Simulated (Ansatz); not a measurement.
Sr$_{2}$TaNO$_{3}$:
```
Sr2TaNO3
1.0
   -2.00209     2.02709     6.33133
    2.00209    -2.02709     6.33133
    2.00209     2.02709    -6.33133
Sr Ta N O
2 1 1 3
Direct
  0.64527   0.64527   0.00000
  0.35473   0.35473   0.00000
  0.00000   0.00000   0.00000
  0.50000   0.00000   0.50000
  0.83949   0.83949   0.00000
  0.16051   0.16051   0.00000
  0.00000   0.50000   0.50000
```

Relaxed with r²SCAN. Special points in fractions of this cell's reciprocal vectors: Γ (0.000, 0.000, 0.000); X (0.500, 0.500, -0.500); F2 (0.275, 0.725, -0.275); Σ0 (-0.275, 0.275, 0.275); Y0 (0.276, -0.276, 0.276); U0 (0.724, 0.276, -0.276); R (0.000, 0.500, 0.000); W (0.250, 0.250, 0.250); S (0.500, 0.000, 0.000); T (0.000, 0.000, 0.500).

Problem. List the band energies nearest the valence-band maximum at these points for r²SCAN (plane waves, PAW; program Ansatz).

Solution. In eV from the valence-band maximum; about four levels below and three above (degenerate sets whole), none deeper than 8.9 eV; points with the same levels are listed once.

```csv
k,below,above
Γ,-2.26 -1.17 -0.98 0.00,1.07 2.20 2.28
X,-2.55 -1.46 -1.00 -0.05,1.08 2.77 2.90
F2,-2.23 -1.48 -0.93 -0.30,2.92 3.86 4.07
Y0,-3.09 -2.57 -2.54 -0.78,2.77 4.44 4.99
R,-2.27 -1.46 -0.86 -0.29,2.88 3.93 4.01
W,-2.66 -2.15 -1.11 -0.64,4.08 4.70 5.60
S,-3.03 -2.63 -2.45 -0.80,2.74 4.34 5.11
T,-2.51 -2.40 -1.05 -0.65,4.18 4.55 5.46
```

Space group Immm. The workflow started from a Materials Project entry (that database holds measured and hypothetical structures alike); the Crystallography Open Database copy checked does not list it. With N and O taken as one species the cell has the higher symmetry I4/mmm, so it may be an ordered model of a mixed-site phase. Its standing as an ambient phase is unchecked. Symmetry was held in the r²SCAN relaxation; its stability against distortions is not shown here. The run is not spin-polarised. Scalar-relativistic: spin–orbit coupling is off unless named, which matters more the heavier the elements.

Potentials: the later of the program's two PAW sets.
